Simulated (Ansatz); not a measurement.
Relaxed ZnSe (zinc blende):

```yaml
crystal:
  lattice:
    - [0.00000, 5.66546, 5.66546]
    - [2.83273, 0.00000, 2.83273]
    - [2.83273, 2.83273, 0.00000]
  atoms:
    - { symbol: Se, position: [0.37500, 0.75000, 0.75000] }
    - { symbol: Se, position: [0.87500, 0.75000, 0.75000] }
    - { symbol: Zn, position: [0.00000, 0.00000, 0.00000] }
    - { symbol: Zn, position: [0.50000, 0.00000, 0.00000] }
```

The atoms are displaced by Q × the pattern below (from a DFPT mode at L = (0.5, 0.0, 0.0), largest move 1; Q in Å), at fixed cell. It is one choice among 2 degenerate patterns. (q is in reciprocal vectors of the primitive cell; the cell shown is doubled to hold the pattern.)

| atom | x | y | z |
|---|---|---|---|
| Se1 | 0.249 | -0.453 | 0.702 |
| Se2 | -0.249 | 0.453 | -0.702 |
| Zn3 | -0.285 | 0.520 | -0.805 |
| Zn4 | 0.285 | -0.520 | 0.805 |

These are r2SCAN (plane waves to 500 eV, PAW, scalar-relativistic; Ansatz, a program for electronic structure) values and carry that method's errors. k mesh 5×10×10 (Γ-centred), Fermi-Dirac smearing 0.05 eV. E stands for the smeared free energy. ZnSe was relaxed with its symmetry unable to fall. ΔE is measured from the undisplaced structure.

```tsv
Q (Å)	ΔE (meV/cell)
-0.180	47.6
-0.150	32.7
-0.120	withheld
-0.090	11.6
-0.060	5.1
-0.030	1.3
0.000	0.0
0.030	1.3
0.060	5.1
0.090	11.6
0.120	withheld
0.150	32.7
0.180	47.6
```

### Question
Fit an even polynomial form (powers 2, 4) to the given rows and predict ΔE at Q = 0.120.

### Answer
Least squares on the 11 given rows: ΔE = (1418)·Q² + (1585)·Q⁴, in meV/cell with Q in Å; root-mean-square residual 0.02 meV/cell. At 0.120 the fit gives 20.7 meV/cell; the calculation gives 20.7 meV/cell, the same to the digits shown. The quadratic term alone would give 20.4 meV/cell.

(A displaced cell: forces are minus the slopes of the energy, force constants its curvatures, and phonons follow from these.)
